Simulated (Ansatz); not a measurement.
# Calculation log, Lu (P6_3/mmc) (elastic constants by finite strains)

Level of theory: PBEsol, all-electron LAPW in Ansatz 0.2.0, scalar-relativistic.

The cell comes from a PAW relaxation under the same functional.

Command line:

```sh
ansatz run input.yaml --threads 1 --pin off --max-ram 2048MiB --backend cpu --events-out ev --progress --plain --runs-dir out
```

input.yaml:

```yaml
crystal:
  lattice:
    - [3.44344785948, 0.0, 0.0]
    - [-1.72172392974, 2.98211332292, 0.0]
    - [0.0, 0.0, 5.36785911288]
  atoms:
    - { symbol: Lu, position: [0.333333333333, 0.666666666667, 0.25] }
    - { symbol: Lu, position: [0.666666666667, 0.333333333333, 0.75] }
kpoints:
  mp_grid: { grid: [16, 16, 10] }
scf:
  occupations: { method: fermi_dirac, width: 0.1 }
hamiltonian:
  xc: pbesol
  pseudopotentials: { kind: all_electron, lapw: { basis_error: 0.001 } }
elastic:
  mode: relaxed_ion
  stencil: two_point
  amplitude: 0.005
```

The program printed:

```
Warning: RAYON_NUM_THREADS=1 ignored (pool sized by the plan → 1); use --threads N
LAPW: plane waves up to 7.258 Å⁻¹, error target 1.0e-3 eV per atom; small_component_spin mean_spin; Lu in spheres of 1.620 Å, 35 of its electrons in bands, Dirac shells [] (how accurate: ...
Engine: ansatz 0.2.0, x86_64-unknown-linux-gnu
Pseudopotentials: kind: all_electron
Pseudopotential: Lu, LAPW, valence charge 35, lapw/all_electron/scalar/gaussian/Lu, Koelling and Harmon's equation, gaussian nucleus
Functional definition: PBEsol
  exchange = pbesol_x
  correlation = pbesol_c
Crystal: 2 atoms, lattice volume = 55.121 Å³
Basis set: ecut = 200.70359539326594 eV, 337 PW (Γ), exchange–correlation at level 2
Bands: 42, of which v1, the nominal top of the filled ones, is band 35 counted from 1 (34 counted from 0)
Symmetry: 24 space group operations
Space group: P63/mmc (ITA 194), of the structure as read, at distance tolerance 3.8e-5 Å
k-points: 180 of 2560
Non-local potential: Lu, projectors of the file, none
Initial density: superposition of atomic densities (chi_scale 0.1, normalization cell)
Initial wavefunctions: plane waves of lowest kinetic energy (no species holds an atomic orbital)
Functional: x = pbesol(κ = 0.804, μ = 0.12345679012345678), c = pbesol(β = 0.046)
iter 1 solved again at ethr=1.47e-4 eV; its pass at ethr=1.00e-1 eV (dr2=1.03e-1 eV) is discarded
SCF iter   1: F=—  HF=-792244.483084 eV  |F-HF|=—  |Δ(HF+E_count)|=         —  Δρ=1.35e-2  dr2=1.03e-1  ethr=1.47e-4  ⟨swp⟩=2.8  Hψ=47616  notcnv=0
preconditioner: auto → Kerker (q_TF=auto, 2.839 Å⁻¹)  [metal: Δε(μ)=0.006 eV  Ē_g=12.516 eV  σ=0.100 eV  W_gap=0.01  n_scr=22 (ndim 8)  ℏωp=33.9 eV  f_vac=0.000  D(μ)=3.11/eV (n_scr^D=34)]
SCF iter   2: F=—  HF=-792244.409374 eV  |F-HF|=—  |Δ(HF+E_count)|=   7.37e-2  Δρ=7.87e-3  dr2=3.98e-2  ethr=1.47e-4  ⟨swp⟩=2.0  Hψ=23292  notcnv=0
[... 173 lines left out ...]
--- Elastic constants: 3 strain directions × 2 members + reference (group order 24) ---
  dense FFT box of the reference and of every strained cell: 16×16×30
  strains applied: 11, 33, 23; error gains: componentwise 1.00 (the most a stress slope's error grows in a printed constant), spectral 1.41 (1 for all six strains in a standard setting)
  C = ∂σ_k/∂η_j (tension-positive GPa; Voigt order 11 22 33 23 13 12):
        97.171     28.724     23.474     -0.000     -0.000     -0.000
        28.724     97.171     23.474      0.000      0.000     -0.000
        23.471     23.471     99.136     -0.000     -0.000     -0.000
        -0.000      0.000     -0.000     33.617      0.000      0.000
         0.000     -0.000      0.000      0.000     33.617      0.000
         0.000     -0.000     -0.000      0.000      0.000     34.224
  reference stress σ⁰ (GPa):      0.000      0.000      0.006      0.000     -0.000      0.000
  no Pulay correction (none for the plane-wave cutoff is built on LAPW): the batch's stresses and constants are at fixed plane waves
  C* (energy form; C + prestress term) asymmetry max|C*_kj − C*_jk| = 2.581e-3 GPa — a small one proves nothing (zero by symmetry where the batch's group is 432, −43m or m−3m); a large one is finite-difference/SCF noise where ...
  moduli (Voigt/Reuss/Hill, GPa): K = 49.42/49.41/49.42   G = 34.81/34.72/34.77   E = 84.49   ν = 0.215
  mechanically stable: yes (min eigenvalue of sym C = 33.62 GPa)
  the stresses are not corrected for the forces that the relaxations left standing (`elastic.f_tol`)
  where every solve meets its electron count the energy-path curvature estimates C_jj along a normal strain and C_jj − ¼(σ⁰_aa + σ⁰_bb) along a shear (ab), closely only under elastic.basis: deformed
  strain η (Voigt 11):  stress-route row diagonal C_11 = 97.17 GPa, energy-path curvature d²(F+E_count)/dδ²/Ω₀ = 97.18 GPa
         δ    σ_11 (GPa)             F (eV)   n_scf  n_hpsi   n_pw
    -5.000e-3      -0.4927     -792244.3273997       2  152210    368   relax 3 steps, max|allowed force component| 7.06e-6 eV/Å
     5.000e-3       0.4790     -792244.3274073       2  152548    368   relax 2 steps, max|allowed force component| 3.68e-5 eV/Å
  strain η (Voigt 33):  stress-route row diagonal C_33 = 99.14 GPa, energy-path curvature d²(F+E_count)/dδ²/Ω₀ = 99.14 GPa
         δ    σ_33 (GPa)             F (eV)   n_scf  n_hpsi   n_pw
    -5.000e-3      -0.4969     -792244.3274015      11  313136    368   relax 0 steps, max|allowed force component| 3.70e-17 eV/Å
     5.000e-3       0.4944     -792244.3273887      10  289999    368   relax 0 steps, max|allowed force component| 3.70e-17 eV/Å
  strain η (Voigt 23):  stress-route row diagonal C_44 = 33.62 GPa, energy-path curvature d²(F+E_count)/dδ²/Ω₀ = 33.62 GPa
         δ    σ_23 (GPa)             F (eV)   n_scf  n_hpsi   n_pw
    -5.000e-3      -0.1681     -792244.3276769       2  217731    368   relax 3 steps, max|allowed force component| 7.38e-7 eV/Å
     5.000e-3       0.1681     -792244.3276769       2  217723    368   relax 3 steps, max|allowed force component| 7.42e-7 eV/Å
```

The calculation finished and met its thresholds.

### Elastic moduli

Elastic constants of a crystal by Kohn-Sham DFT: slopes of the stress over finite engineering strains of the given cell, Voigt indices, Cartesian axes as in the input; Hill averages of a grain aggregate, Debye temperature from the mean sound speed over directions.

| Quantity | Value |
| --- | --- |
| Bulk modulus | 49.42 GPa |
| Shear modulus | 34.77 GPa |
| Young modulus | 84.49 GPa |
| Poisson ratio | 0.2151 |
| Bulk over shear modulus | 1.421 |
| Elastic anisotropy index | 0.0129 |
| Least young modulus | 82.53 GPa |
| Largest young modulus | 90.38 GPa |
| Longitudinal sound speed | 3014 m/s |
| Transverse sound speed | 1816 m/s |
| Elastic debye temperature | 197.9 K |
| Linear compressibility (x, y, z) | 6.649, 6.649, 6.938 1/TPa |

Elastic constants:

| Property | Result |
| --- | --- |
| Pressure at rest | -0.002 GPa |
| Least elastic eigenvalue | 33.62 GPa |
| Elastically stable | yes |

```
index  elastic (GPa)
   11          97.17
   12          28.72
   13          23.47
   33          99.14
   44          33.62
```

**Strained cells**

Stress of each strained cell less that at rest, tension positive.

```
strain component  strain  stress xx (GPa)  stress yy (GPa)  stress zz (GPa)  stress yz (GPa)  stress xz (GPa)  stress xy (GPa)  relaxation steps
              xx  -0.005          -0.4927          -0.1442           -0.119                0                0                0                 3
              xx   0.005            0.479            0.143           0.1157                0                0                0                 2
              zz  -0.005          -0.1187          -0.1187          -0.5031                0                0                0                 0
              zz   0.005            0.116            0.116           0.4882                0                0                0                 0
              yz  -0.005          -0.0003           0.0005          -0.0019          -0.1681                0                0                 3
              yz   0.005          -0.0003           0.0005          -0.0019           0.1681                0                0                 3
```

Limits of these numbers: responses of metals move with mesh and smearing; elastic stability says nothing of phonons or of other phases.

It took 18 min on 1 thread of Intel(R) Xeon(R) 6975P-C (Granite Rapids), with other jobs on the host, peak memory 1.9 GiB.
